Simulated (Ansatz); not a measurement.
Starting cell, GaAs (zinc blende):

```xyz
2
Lattice="0.0000 2.8295 2.8295 2.8295 0.0000 2.8295 2.8295 2.8295 0.0000" Properties=species:S:1:pos:R:3 pbc="T T T"
As     4.2443     4.2443     4.2443
Ga     0.0000     0.0000     0.0000
```

Scan: atom 2 (Ga, nearest neighbour As at 2.450 Å; its periodic images, 4.0 Å or more away, move with it) is displaced along Cartesian x, direction (1.000, 0.000, 0.000) in Cartesian axes, by s. The other atoms stay.

All values below come from PBEsol (plane waves to 420 eV, PAW, scalar-relativistic; Ansatz, an electronic-structure program). k mesh 8×8×8 (Γ-centred), Fermi-Dirac smearing 0.05 eV. The energy includes the smearing's −TS. Stress and pressure are positive under compression. F∥ is the force on the atom along that direction. GaAs was relaxed with its symmetry unable to fall. The zero of ΔE is the undisplaced structure.

```json
[
 {"s (Å)": "-0.250", "ΔE (meV/cell)": "278.4", "F∥ (eV/Å)": "2.169", "P (GPa)": "1.83"},
 {"s (Å)": "-0.200", "ΔE (meV/cell)": "179.9", "F∥ (eV/Å)": "1.769", "P (GPa)": "1.18"},
 {"s (Å)": "-0.150", "ΔE (meV/cell)": "102.0", "F∥ (eV/Å)": "1.346", "P (GPa)": "0.67"},
 {"s (Å)": "-0.100", "ΔE (meV/cell)": "45.6", "F∥ (eV/Å)": "0.907", "P (GPa)": "0.29"},
 {"s (Å)": "-0.050", "ΔE (meV/cell)": "11.4", "F∥ (eV/Å)": "0.457", "P (GPa)": "0.06"},
 {"s (Å)": "0.000", "ΔE (meV/cell)": "0.0", "F∥ (eV/Å)": "0.000", "P (GPa)": "-0.01"},
 {"s (Å)": "0.050", "ΔE (meV/cell)": "11.4", "F∥ (eV/Å)": "-0.457", "P (GPa)": "0.06"},
 {"s (Å)": "0.100", "ΔE (meV/cell)": "45.6", "F∥ (eV/Å)": "-0.907", "P (GPa)": "0.29"},
 {"s (Å)": "0.150", "ΔE (meV/cell)": "102.0", "F∥ (eV/Å)": "-1.346", "P (GPa)": "0.67"},
 {"s (Å)": "0.200", "ΔE (meV/cell)": "179.9", "F∥ (eV/Å)": "-1.769", "P (GPa)": "1.18"},
 {"s (Å)": "0.250", "ΔE (meV/cell)": "278.4", "F∥ (eV/Å)": "-2.169", "P (GPa)": "1.83"}
]
```

What the scan shows:

```
Property                                                                                                                                                      Result
-----------------------------------------------------------------  -------------------------------------------------------------------------------------------------
Energy at s = 0.250 Å                                                                                                                                 278.4 meV/cell
Force along the line at s = -0.250 Å                                                                                                                       2.17 eV/Å
Symmetry of the curve                                                                                                                  even: the same for both signs
Shape of the curve                                                                                    a single well with its minimum at or next to zero displacement
Force constant k = d²E/ds² at s = 0 (finite differences)                                                                                                  9.15 eV/Å²
Harmonic estimate at the end of the scan                           ½ks² = 286.1 meV/cell against the computed 278.4 meV/cell, so the well is close to harmonic there
Zone-centre optical wavenumber from k (transverse: no LO-TO term)                                                                                           263 cm⁻¹
```

(For displaced atoms, the force is minus the slope of the energy, and its curvature is a force constant, which sets phonon frequencies.)
